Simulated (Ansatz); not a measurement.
**Sr2O: a two-dimensional sheet**

The cell was found from a structure generator's guess, not taken from experiment.

Theory: DFT PBE, scalar-relativistic, plane waves, PAW in Ansatz 0.2.0. Plane waves to 420 eV, a k mesh through Γ of 12×12×1 on the computed 3-atom cell and Gaussian smearing (0.10 eV); no spin polarisation.

This is a two-dimensional sheet: the third axis spans vacuum and isn't periodic.

```cif
data_structure
_symmetry_space_group_name_H-M 'P 1'
_symmetry_Int_Tables_number 1
_cell_length_a 3.7893
_cell_length_b 3.7893
_cell_length_c 30.0011
_cell_angle_alpha 90.000
_cell_angle_beta 90.000
_cell_angle_gamma 120.000
_cell_volume 373.06
loop_
_atom_site_label
_atom_site_type_symbol
_atom_site_fract_x
_atom_site_fract_y
_atom_site_fract_z
_atom_site_occupancy
Sr1 Sr 0.33333 0.66667 0.25014 1
Sr2 Sr 0.66667 0.33333 0.34983 1
O1 O 0.00000 0.00000 0.29999 1
```

Energies over the elements count from the elements' standard structures at the same level (O₂ as a molecule), with no fitted energy shifts.

```json
{"Layer group": "p-3m1 (No. 72)", "In-plane cell": "a = 3.789 Å, b = 3.789 Å, γ = 120.0°", "Area per atom": "4.14 Å²", "Thickness between the outermost nuclei": "2.99 Å", "Energy over the elements": "−1.37 eV/atom", "Band gap over mesh and path": "none (metal or semimetal)", "Density of states at the Fermi level": "2.4 states/eV per cell", "Bader charges (e)": "Sr1 0.80, Sr2 0.80, O3 -1.60"}
```

Levels along Γ–M–K–Γ, in eV from the Fermi level, sorted by energy at each point. Points in fractions of the primitive reciprocal vectors: Γ (0.000 0.000 0.000), M (0.500 0.000 0.000), K (0.333 0.333 0.000).
```csv
point,"k (1/Å, with 2π)",band 10,band 11,band 12,band 13,band 14,band 15,band 16
Γ,0.000,-4.86,-4.05,-4.05,-2.02,-0.79,1.23,1.39
-,0.137,-4.80,-4.11,-4.04,-1.86,-0.77,1.30,1.32
-,0.274,-4.67,-4.26,-4.04,-1.48,-0.70,1.12,1.53
-,0.410,-4.53,-4.37,-4.04,-1.00,-0.53,0.88,1.80
-,0.547,-4.59,-4.28,-4.04,-0.56,-0.18,0.64,1.67
-,0.684,-4.67,-4.18,-4.05,-0.22,0.26,0.54,1.47
-,0.821,-4.72,-4.13,-4.05,-0.10,0.63,0.72,1.29
M,0.957,-4.73,-4.12,-4.05,-0.10,0.83,0.88,1.19
-,1.036,-4.72,-4.11,-4.07,-0.07,0.85,0.87,1.20
-,1.115,-4.69,-4.10,-4.10,0.04,0.86,0.88,1.24
-,1.194,-4.64,-4.15,-4.09,0.21,0.85,0.93,1.30
-,1.273,-4.58,-4.21,-4.08,0.41,0.85,0.98,1.39
-,1.352,-4.51,-4.28,-4.07,0.61,0.84,1.03,1.49
-,1.431,-4.45,-4.34,-4.05,0.75,0.83,1.09,1.58
K,1.510,-4.40,-4.40,-4.05,0.81,0.81,1.12,1.63
-,1.668,-4.49,-4.30,-4.07,0.68,0.77,1.04,1.39
-,1.826,-4.53,-4.22,-4.11,0.38,0.40,0.99,1.14
-,1.984,-4.52,-4.25,-4.11,-0.13,-0.05,0.81,1.40
-,2.142,-4.45,-4.41,-4.07,-0.73,-0.43,0.87,1.75
-,2.300,-4.61,-4.30,-4.05,-1.33,-0.67,1.07,1.62
-,2.458,-4.79,-4.13,-4.04,-1.82,-0.76,1.29,1.33
Γ,2.615,-4.86,-4.05,-4.05,-2.02,-0.79,1.23,1.39
```

The last run used a 12×12×1 mesh for its 3-atom cell and Gaussian smearing of 0.10 eV.
